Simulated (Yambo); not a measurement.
Absorption of CsCdF3 (cubic perovskite, space group Pm-3m, No. 221) with and without the electron-hole interaction (Yambo, PBEsol bands; 8×8×8 mesh, 9 valence and 3 conduction bands, static screening with 56 bands and a 3 Ry block, scissor 3.17 eV, Tamm-Dancoff; field along x).

```csv
E (eV),"Im ε, BSE","Im ε, independent quasiparticles"
5.70,0.12,0.02
5.80,0.15,0.02
5.90,0.18,0.02
6.00,0.22,0.02
6.10,0.29,0.02
6.20,0.39,0.03
6.30,0.57,0.03
6.40,0.90,0.03
6.50,1.58,0.03
6.60,2.95,0.03
6.70,3.85,0.04
6.80,2.56,0.04
6.90,1.52,0.05
7.00,1.16,0.05
7.10,1.20,0.06
7.20,1.24,0.08
7.30,1.13,0.10
7.40,1.30,0.13
7.50,1.67,0.17
7.60,1.99,0.22
7.70,2.63,0.31
7.80,3.34,0.43
7.90,3.21,0.51
8.00,2.09,0.56
8.10,1.31,0.55
8.20,0.99,0.56
8.30,0.89,0.50
8.40,0.91,0.49
8.50,0.98,0.62
8.60,0.99,0.82
8.70,0.92,0.97
8.80,0.77,1.06
8.90,0.67,1.00
9.00,0.67,1.00
9.10,0.69,1.07
9.20,0.72,1.08
9.30,0.71,1.24
9.40,0.74,1.64
9.50,0.70,2.03
9.60,0.64,2.00
9.70,0.57,1.73
9.80,0.60,1.56
9.90,0.62,1.39
10.00,0.68,1.39
10.10,0.74,1.42
10.20,0.88,1.34
10.30,0.95,1.40
10.40,1.05,1.39
10.50,1.17,1.29
10.60,1.44,1.19
10.70,1.54,1.10
10.80,1.47,1.12
10.90,1.02,1.11
11.00,0.68,1.03
```

The scissor comes from a G0W0 run whose convergence isn't established. Broadening 0.15 eV. The band window holds all transitions up to 11.0 eV. Fine structure above the onset can come from the mesh.

Spin-orbit splittings are left out. The cell is held in this high symmetry; tilts and polar distortions were not searched.

Geometry of the Materials Project entry, not relaxed at this level; primitive cell a = 4.487 Å, b = 4.487 Å, c = 4.487 Å, α = 90.00°, β = 90.00°, γ = 90.00°.

The structure is a Materials Project entry; no match was found in the copy of COD used, and its stability was not checked.
